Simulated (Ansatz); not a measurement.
Geometry optimisation in Ansatz: input, command and trajectory.

```yaml
crystal:
  lattice:
    - [-3.34120362, -3.34120362, 3.34120362]
    - [-3.34120362, 3.34120362, -3.34120362]
    - [1.67060181, -5.01180543, -5.01180543]
  atoms:
    - { symbol: Cu, position: [0.666184557, 0.1734093071, 0.6675951088] }
    - { symbol: Cu, position: [0.9988893353, 0.4929364859, 0.9985076544] }
    - { symbol: Hf, position: [0.6708729594, 0.6636682457, 0.6682328253] }
    - { symbol: Hf, position: [0.8335340915, 0.827975012, 0.332560962] }
    - { symbol: Hf, position: [0.33519949, 0.8383897078, 0.3328291954] }
    - { symbol: Hf, position: [0.5060954326, 0.4992606452, 0.0019235279] }
    - { symbol: Ta, position: [0.1713999534, 0.6702098935, 0.6653455044] }
    - { symbol: Ta, position: [0.1656657519, 0.1608832461, 0.667674344] }
    - { symbol: Ta, position: [0.8355395759, 0.3371321561, 0.3339260519] }
    - { symbol: Ta, position: [0.3334222776, 0.3336611965, 0.3307420016] }
    - { symbol: Ta, position: [0.5028613813, 0.9981951485, 0.9969312861] }
    - { symbol: Ta, position: [0.9914446185, 0.9936820099, 7.46785e-05] }
  symmetry: { detect: false }
basis:
  ecutwfc: 420
kpoints:
  mp_grid: { grid: [3, 3, 2], shift: [0.0, 0.0, 0.5] }
hamiltonian:
  xc: pbe
scf:
  occupations: { method: gaussian, width: 0.1 }
  lower_state_search: "off"
output:
  forces: true
  stress: true
  eigenvalues: true
relax:
  adjacent_minimum: "off"
  f_tol: 0.04
  max_steps: 50
  cell: { stress_tol: 0.3 }
```

```bash
ansatz run input.yaml --threads 4 --pin off --max-ram 9216MiB --backend cpu --events-out ev --progress --plain --runs-dir out
```

These are results of DFT PBE, scalar-relativistic, plane waves, PAW in Ansatz, not measurements.

Of 15 frames 10 are shown, positions in Å and forces in eV/Å; the SCF threshold varies from step to step. Steps run on the plane waves of an earlier cell, with a Pulay correction in the pressure. The basis is chosen afresh for the last frame, the zero of the energies, and at times for earlier ones too; energy and pressure can step there, also at an unchanged geometry. Where two frames share a geometry here, they differ by under 2 meV/atom and 0.3 GPa.

```xyz
12
Lattice="-3.3412 -3.3412 3.3412 -3.3412 3.3412 -3.3412 1.6706 -5.0118 -5.0118" Properties=species:S:1:pos:R:3:forces:R:3 pbc="T T T" step=1 free_energy_over_end_meV_per_atom=47.70 pressure_GPa=-1.06
Cu   -1.6900   -4.9923   -1.6994    0.1680   -0.2721    0.0712
Cu   -3.3164   -6.6948   -3.3138   -0.1404    0.1316    0.0826
Hf   -3.3426   -3.3731   -3.3250    0.1465    0.3741    0.0281
Hf   -4.9959   -1.6853   -1.6482   -0.7029    0.0767   -0.4491
Hf   -3.3652    0.0132   -3.3493   -0.0186   -0.0397    0.0512
Hf   -3.3559   -0.0325    0.0132    0.4173    0.1778    0.0402
Ta   -1.7005   -1.6680   -5.0012    0.5928   -0.1305   -0.2160
Ta    0.0244   -3.3622   -3.3303   -0.0061    0.1545   -0.0650
Ta   -3.3603   -3.3389   -0.0083    0.3021   -0.2593    0.4093
Ta   -1.6763   -1.6568   -1.6584    0.6169   -0.0227   -0.0712
Ta   -3.3499   -3.3414   -6.6514   -0.2785    0.3407   -0.0761
Ta   -6.6326    0.0071   -0.0078   -1.0972   -0.5313    0.1947
12
Lattice="-3.3697 -3.3009 3.3589 -3.3438 3.3302 -3.3038 1.7418 -5.0134 -5.0436" Properties=species:S:1:pos:R:3:forces:R:3 pbc="T T T" step=3 free_energy_over_end_meV_per_atom=15.24 pressure_GPa=-0.31
Cu   -1.6384   -5.0145   -1.6739   -0.0764   -0.0087   -0.0208
Cu   -3.2658   -6.5916   -3.3338    0.1008    0.0503   -0.0121
Hf   -3.2384   -3.3017   -3.3428   -0.1717   -0.1105    0.0731
Hf   -5.1806   -1.6170   -1.5997    0.1625    0.0962    0.0200
Hf   -3.3260   -0.0402   -3.2582    0.0528   -0.0804   -0.0587
Hf   -3.2938    0.0318   -0.0321   -0.0408    0.0386   -0.0089
Ta   -1.5305   -1.7096   -5.0752   -0.0400    0.0074    0.1417
Ta    0.0728   -3.3639   -3.3250   -0.0360   -0.0500   -0.0578
Ta   -3.3591   -3.3087   -0.0041    0.0035   -0.0952    0.1075
Ta   -1.5149   -1.6857   -1.6604    0.0244    0.0058   -0.1078
Ta   -3.4143   -3.3217   -6.6063   -0.0217    0.0507    0.0111
Ta   -6.8639   -0.0059    0.1273    0.0425    0.0957   -0.0872
12
Lattice="-3.3759 -3.3042 3.3485 -3.3601 3.3371 -3.2998 1.7453 -5.0011 -5.0103" Properties=species:S:1:pos:R:3:forces:R:3 pbc="T T T" step=4 free_energy_over_end_meV_per_atom=13.07 pressure_GPa=-0.25
Cu   -1.6613   -5.0125   -1.6516   -0.0345   -0.0048   -0.0045
Cu   -3.2632   -6.5540   -3.3233    0.0657    0.0324   -0.0091
Hf   -3.2804   -3.3154   -3.3116   -0.0014   -0.0246    0.0322
Hf   -5.1744   -1.6051   -1.5842   -0.0085    0.0677    0.0263
Hf   -3.3301   -0.0363   -3.2546    0.0192   -0.0206   -0.0098
Hf   -3.3039    0.0538   -0.0528    0.0887    0.0025    0.0035
Ta   -1.5509   -1.7141   -5.0197    0.0311    0.0084    0.0198
Ta    0.0766   -3.3709   -3.2942   -0.0416   -0.0118   -0.0202
Ta   -3.3652   -3.3125    0.0119    0.0003   -0.1000    0.0767
Ta   -1.5209   -1.6932   -1.6636    0.0126    0.0471   -0.0378
Ta   -3.4326   -3.2849   -6.5817   -0.0511    0.0106   -0.0146
Ta   -6.8829    0.0149    0.0952   -0.0807   -0.0067   -0.0624
12
Lattice="-3.4190 -3.2671 3.3415 -3.4213 3.3147 -3.2962 1.7796 -4.9235 -4.9649" Properties=species:S:1:pos:R:3:forces:R:3 pbc="T T T" step=6 free_energy_over_end_meV_per_atom=10.72 pressure_GPa=0.35
Cu   -1.6938   -4.9792   -1.5872   -0.0153    0.0680    0.0382
Cu   -3.2358   -6.3870   -3.3406    0.0407   -0.0723   -0.0047
Hf   -3.3208   -3.3156   -3.2596    0.0389    0.0153   -0.0348
Hf   -5.2385   -1.5519   -1.5311    0.0386    0.0583    0.0527
Hf   -3.3903   -0.0207   -3.2368    0.0146   -0.0263   -0.0169
Hf   -3.2930    0.1198   -0.1270   -0.0112    0.0225   -0.0305
Ta   -1.5925   -1.6936   -4.9598   -0.0022   -0.0145   -0.0955
Ta    0.0624   -3.3243   -3.2339    0.0054   -0.0699    0.0312
Ta   -3.4093   -3.2976    0.0309    0.0013    0.0667   -0.0536
Ta   -1.5446   -1.6740   -1.6628   -0.1512   -0.0321    0.0330
Ta   -3.5258   -3.1912   -6.5500   -0.0475    0.0366    0.0484
Ta   -7.0303    0.0535    0.0756    0.0878   -0.0523    0.0327
12
Lattice="-3.4557 -3.2400 3.3475 -3.4808 3.3058 -3.3067 1.8141 -4.8496 -4.9246" Properties=species:S:1:pos:R:3:forces:R:3 pbc="T T T" step=7 free_energy_over_end_meV_per_atom=8.61 pressure_GPa=0.37
Cu   -1.7487   -4.8852   -1.5158    0.0084   -0.0193    0.0633
Cu   -3.1750   -6.2890   -3.3340   -0.0580   -0.0284    0.0021
Hf   -3.3684   -3.2808   -3.2438    0.0598    0.0685   -0.0684
Hf   -5.2905   -1.4802   -1.4952    0.0332   -0.0770   -0.0869
Hf   -3.4262    0.0005   -3.2407   -0.0431   -0.0021   -0.0432
Hf   -3.3021    0.1768   -0.1901   -0.0058    0.0648   -0.0124
Ta   -1.6106   -1.6722   -4.9438    0.0384    0.0842   -0.0615
Ta    0.0617   -3.2958   -3.1767    0.0470   -0.0555   -0.0156
Ta   -3.4643   -3.2711    0.0520   -0.0417    0.1419   -0.0805
Ta   -1.5860   -1.6673   -1.6544   -0.1509   -0.0413    0.0864
Ta   -3.6299   -3.0873   -6.5076    0.0198   -0.0181    0.0595
Ta   -7.1391    0.0618    0.0786    0.0929   -0.1175    0.1570
12
Lattice="-3.5262 -3.1890 3.3691 -3.5454 3.2583 -3.3190 1.8575 -4.7521 -4.9279" Properties=species:S:1:pos:R:3:forces:R:3 pbc="T T T" step=9 free_energy_over_end_meV_per_atom=4.38 pressure_GPa=-0.26
Cu   -1.8607   -4.7459   -1.4252    0.0253   -0.1647   -0.0391
Cu   -3.1848   -6.2253   -3.2906    0.0094    0.1258    0.0459
Hf   -3.3829   -3.2030   -3.2992   -0.0319   -0.0435   -0.0089
Hf   -5.3671   -1.4250   -1.5588   -0.0553   -0.1429   -0.0745
Hf   -3.4799    0.0036   -3.3115   -0.0371    0.0100    0.0575
Hf   -3.3393    0.2009   -0.2470    0.0597    0.0905   -0.0375
Ta   -1.5932   -1.5881   -4.9941    0.0295   -0.0542    0.1823
Ta    0.0526   -3.2598   -3.1792   -0.0229    0.1016   -0.0598
Ta   -3.5755   -3.1563    0.0654    0.0106   -0.0097   -0.0409
Ta   -1.6624   -1.6354   -1.6419    0.1499    0.0701    0.0606
Ta   -3.7520   -2.9992   -6.4390   -0.0563    0.0085   -0.1633
Ta   -7.2193   -0.0466    0.1952   -0.0808    0.0085    0.0773
12
Lattice="-3.5946 -3.1486 3.3635 -3.5857 3.2038 -3.2993 1.8847 -4.6978 -4.9328" Properties=species:S:1:pos:R:3:forces:R:3 pbc="T T T" step=10 free_energy_over_end_meV_per_atom=3.12 pressure_GPa=-0.25
Cu   -1.8865   -4.7697   -1.3820   -0.0167   -0.0179    0.0085
Cu   -3.2225   -6.1154   -3.3042    0.0946   -0.0625    0.0042
Hf   -3.3837   -3.2253   -3.2718   -0.1044   -0.0771   -0.0792
Hf   -5.4546   -1.4406   -1.5673   -0.0386    0.0799    0.0914
Hf   -3.5575   -0.0204   -3.3103   -0.0138    0.0841   -0.0563
Hf   -3.3555    0.2456   -0.3193   -0.1149   -0.0534    0.1779
Ta   -1.6349   -1.5683   -4.9561    0.0038    0.0865    0.0057
Ta    0.0166   -3.2184   -3.1772   -0.0564    0.0388   -0.0838
Ta   -3.6389   -3.1046    0.0372    0.1336   -0.0652    0.0789
Ta   -1.6787   -1.5905   -1.6286    0.0883   -0.0283    0.0018
Ta   -3.8452   -2.9676   -6.4406    0.0205   -0.0274   -0.1297
Ta   -7.3221   -0.0763    0.2632    0.0043    0.0427   -0.0195
12
Lattice="-3.5679 -3.1642 3.3366 -3.5292 3.1888 -3.2734 1.8401 -4.7646 -4.9670" Properties=species:S:1:pos:R:3:forces:R:3 pbc="T T T" step=12 free_energy_over_end_meV_per_atom=1.26 pressure_GPa=0.32
Cu   -1.7891   -4.8133   -1.4540    0.0249   -0.0164   -0.0213
Cu   -3.2074   -6.2383   -3.3265    0.0565   -0.0191    0.0155
Hf   -3.3749   -3.3160   -3.2534   -0.0086   -0.0199   -0.0371
Hf   -5.4061   -1.5191   -1.5261    0.0587    0.0941    0.0559
Hf   -3.5798   -0.0307   -3.2759   -0.0530    0.0293    0.0489
Hf   -3.3715    0.2200   -0.2810    0.1460   -0.0192    0.0437
Ta   -1.6959   -1.6146   -4.9605    0.0178    0.0053   -0.0435
Ta    0.0266   -3.2065   -3.2714   -0.1210   -0.0877   -0.0134
Ta   -3.5516   -3.1741   -0.0120   -0.0036    0.0445   -0.0553
Ta   -1.6563   -1.5884   -1.6756   -0.0121   -0.0201    0.0585
Ta   -3.8044   -3.0774   -6.4902   -0.1280   -0.0144   -0.0087
Ta   -7.2372   -0.1093    0.2569    0.0228    0.0236   -0.0431
12
Lattice="-3.5902 -3.1713 3.3290 -3.5502 3.1879 -3.2723 1.8400 -4.7513 -4.9428" Properties=species:S:1:pos:R:3:forces:R:3 pbc="T T T" step=13 free_energy_over_end_meV_per_atom=0.43 pressure_GPa=-0.01
Cu   -1.8125   -4.8092   -1.4304    0.0246   -0.0174   -0.0260
Cu   -3.2018   -6.2414   -3.3081   -0.0725    0.0293    0.0167
Hf   -3.4036   -3.3204   -3.2548   -0.0041    0.0224    0.0011
Hf   -5.4354   -1.5038   -1.5131   -0.0176    0.0290    0.0079
Hf   -3.6117   -0.0181   -3.2689   -0.0203   -0.0051    0.0087
Hf   -3.3691    0.2262   -0.2893    0.0212    0.0057   -0.0429
Ta   -1.7153   -1.6024   -4.9564    0.0046   -0.0648    0.0205
Ta    0.0040   -3.2032   -3.2505   -0.0075    0.0001   -0.0194
Ta   -3.5798   -3.1802   -0.0199    0.0275    0.0035   -0.0188
Ta   -1.6798   -1.5905   -1.6712    0.0175    0.0026    0.0334
Ta   -3.8617   -3.0765   -6.4678    0.0310   -0.0341    0.0074
Ta   -7.2850   -0.1236    0.2594   -0.0047    0.0288    0.0115
12
Lattice="-3.5968 -3.1761 3.3219 -3.5509 3.1867 -3.2654 1.8372 -4.7549 -4.9348" Properties=species:S:1:pos:R:3:forces:R:3 pbc="T T T" step=15 free_energy_over_end_meV_per_atom=0.00 pressure_GPa=0.05
Cu   -1.8129   -4.8183   -1.4358    0.0166   -0.0147   -0.0122
Cu   -3.2205   -6.2464   -3.3032   -0.0241    0.0146    0.0054
Hf   -3.4125   -3.3230   -3.2464    0.0072   -0.0004   -0.0005
Hf   -5.4463   -1.5055   -1.5038   -0.0157    0.0246    0.0065
Hf   -3.6214   -0.0225   -3.2615   -0.0166   -0.0084   -0.0182
Hf   -3.3694    0.2209   -0.2895    0.0011    0.0066    0.0259
Ta   -1.7188   -1.6134   -4.9468    0.0044   -0.0068    0.0034
Ta    0.0014   -3.2064   -3.2467   -0.0054    0.0268   -0.0006
Ta   -3.5818   -3.1848   -0.0269    0.0202   -0.0062   -0.0021
Ta   -1.6787   -1.5901   -1.6685    0.0096   -0.0092   -0.0017
Ta   -3.8652   -3.0932   -6.4563    0.0073   -0.0072   -0.0127
Ta   -7.2938   -0.1242    0.2620   -0.0046   -0.0198    0.0071
```

The run took 3.4 min on 4 threads of Arm Neoverse V1 (shared host), peak memory 0.97 GiB.

The k mesh is coarse. Spin–orbit coupling is left out, which can shift energies with elements as heavy as these.